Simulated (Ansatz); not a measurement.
NiGe:
Space group Pnma (No. 62); a = 5.2835 Å, b = 3.4683 Å, c = 5.7203 Å, α = β = γ = 90.00°

```
atom  site  symmetry       x       y       z
----  ----  --------  ------  ------  ------
Ni      4c       .m.  0.0073  0.2500  0.8106
Ge      4c       .m.  0.1887  0.2500  0.4098
```

Relaxed at zero pressure with PBEsol (plane waves, PAW; program Ansatz).

Question: The volume is raised by 9 % and shape and atoms relax at that volume. What pressure results, and how do the axes share the change?

Answer: -10.6 GPa; a 1.8 %, b 2.5 %, c 4.5 %; the energy rises by 42 meV/atom.

Question: Give the new structure.

Answer: 
Space group Pnma (No. 62); a = 5.379 Å, b = 3.554 Å, c = 5.976 Å, α = 90.00°, β = 90.00°, γ = 90.00°

```json
[
 {"atom": "Ni", "site": "4c", "symmetry": ".m.", "x": "0.0028", "y": "0.2500", "z": "0.8033"},
 {"atom": "Ge", "site": "4c", "symmetry": ".m.", "x": "0.1959", "y": "0.2500", "z": "0.4122"}
]
```

The phase is kept; no other phase was compared at this pressure.

Symmetry was held in the PBEsol relaxation. The workflow began spin-polarised and lost its moments.

Potentials: the later of the program's two PAW sets.
